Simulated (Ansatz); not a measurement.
A relaxation computed with Ansatz, from input to last step.

```yaml
crystal:
  lattice:
    - [1.6608893363, -5.0986683229, 0.0]
    - [1.6608893363, 5.0986683229, 0.0]
    - [0.0, 0.0, 4.1616579137]
  atoms:
    - { symbol: P, position: [0.8935758541, 0.1064241459, 0.0717732169] }
    - { symbol: P, position: [0.6064241459, 0.3935758541, 0.5717732169] }
    - { symbol: P, position: [0.1064241459, 0.8935758541, 0.9282267831] }
    - { symbol: P, position: [0.3935758541, 0.6064241459, 0.4282267831] }
basis:
  ecutwfc: 420
kpoints:
  mp_grid: { grid: [14, 14, 10] }
hamiltonian:
  xc: pbe
  dispersion: d3bj
scf:
  occupations: { method: gaussian, width: 0.1 }
output:
  forces: true
  stress: true
  eigenvalues: true
relax:
  adjacent_minimum: "off"
  f_tol: 0.005
  max_steps: 80
  cell: { stress_tol: 0.05 }
```

```bash
ansatz run input.yaml --threads 1 --pin off --max-ram 2560MiB --backend cpu --events-out ev --progress --plain --runs-dir out
```

All numbers below come from Ansatz, DFT PBE+D3(BJ), scalar-relativistic, plane waves, PAW.

Of 4 frames 3 are shown, positions in Å and forces in eV/Å; the SCF threshold varies from step to step. Steps run on the plane waves of an earlier cell, with a Pulay correction in the pressure. The basis is chosen afresh for the last frame, the zero of the energies, and at times for earlier ones too; energy and pressure step there, also at an unchanged geometry.

```xyz
4
Lattice="1.6609 -5.0987 0.0000 1.6609 5.0987 0.0000 0.0000 0.0000 4.1617" Properties=species:S:1:pos:R:3:forces:R:3 pbc="T T T" step=1 free_energy_over_end_meV_per_atom=0.01 pressure_GPa=0.02
P     1.6609   -4.0134    0.2987    0.0000   -0.0089   -0.0047
P     1.6609   -1.0852    2.3795    0.0000    0.0089   -0.0047
P     1.6609    4.0134    3.8630    0.0000    0.0089    0.0047
P     1.6609    1.0852    1.7821    0.0000   -0.0089    0.0047
4
Lattice="1.6616 -5.0962 0.0000 1.6616 5.0962 0.0000 0.0000 0.0000 4.1640" Properties=species:S:1:pos:R:3:forces:R:3 pbc="T T T" step=2 free_energy_over_end_meV_per_atom=0.00 pressure_GPa=-0.01
P     1.6616   -4.0115    0.2994    0.0000   -0.0055   -0.0065
P     1.6616   -1.0847    2.3814    0.0000    0.0055   -0.0065
P     1.6616    4.0115    3.8646    0.0000    0.0055    0.0065
P     1.6616    1.0847    1.7826    0.0000   -0.0055    0.0065
4
Lattice="1.6614 -5.0973 0.0000 1.6614 5.0973 0.0000 0.0000 0.0000 4.1648" Properties=species:S:1:pos:R:3:forces:R:3 pbc="T T T" step=4 free_energy_over_end_meV_per_atom=0.00 pressure_GPa=0.00
P     1.6614   -4.0129    0.2994    0.0000    0.0004   -0.0011
P     1.6614   -1.0844    2.3818    0.0000   -0.0004   -0.0011
P     1.6614    4.0129    3.8654    0.0000   -0.0004    0.0011
P     1.6614    1.0844    1.7830    0.0000    0.0004    0.0011
```

Time: 98 s on 1 thread of AMD EPYC 7R43 64-Core Processor (Zen 3), with other jobs on the host, peak memory 0.66 GiB.